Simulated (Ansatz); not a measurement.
An Ansatz (a first-principles code) input:

Ansatz 0.2 input:
```yaml
crystal:
  lattice:
    - [-2.8220570015, 2.8220570015, 5.2498669703]
    - [2.8220570015, -2.8220570015, 5.2498669703]
    - [2.8220570015, 2.8220570015, -5.2498669703]
  atoms:
    - { symbol: Cd, position: [0.75, 0.25, 0.5] }
    - { symbol: Cd, position: [0.0, 0.0, 0.0] }
    - { symbol: Si, position: [0.25, 0.75, 0.5] }
    - { symbol: Si, position: [0.5, 0.5, 0.0] }
    - { symbol: P, position: [0.1676762095, 0.125, 0.5426762095] }
    - { symbol: P, position: [0.5823237905, 0.625, 0.4573237905] }
    - { symbol: P, position: [0.375, 0.8323237905, 0.9573237905] }
    - { symbol: P, position: [0.875, 0.4176762095, 0.0426762095] }
kpoints:
  mp_grid: { grid: [6, 6, 6] }
basis: { xc_grid: 2 }
hamiltonian:
  xc: pbesol
  pseudopotentials: { kind: paw }
scf:
  occupations: { method: fixed }
output:
  optics: { e_range: [0.0, 15.0], de: 0.05, sigma: 0.1, bands: { spectra_wanted_up_to: 12 eV } }
```

Question: How many symmetry operations and irreducible k-points will the run report?

Answer: 8 operations, 30 of 216 k-points.

Question: With a cutoff of 420 eV, how many plane waves at Γ?

Answer: 3273.

It took roughly 5 core-minutes on shared server cores.

Space group I-42d (chalcopyrite). The PBEsol relaxation kept the symmetry of its start. Scalar-relativistic: spin–orbit coupling is off unless named, which matters more the heavier the elements.

Potentials: the later of the program's two PAW sets.

Ansatz is a plane-wave DFT program.
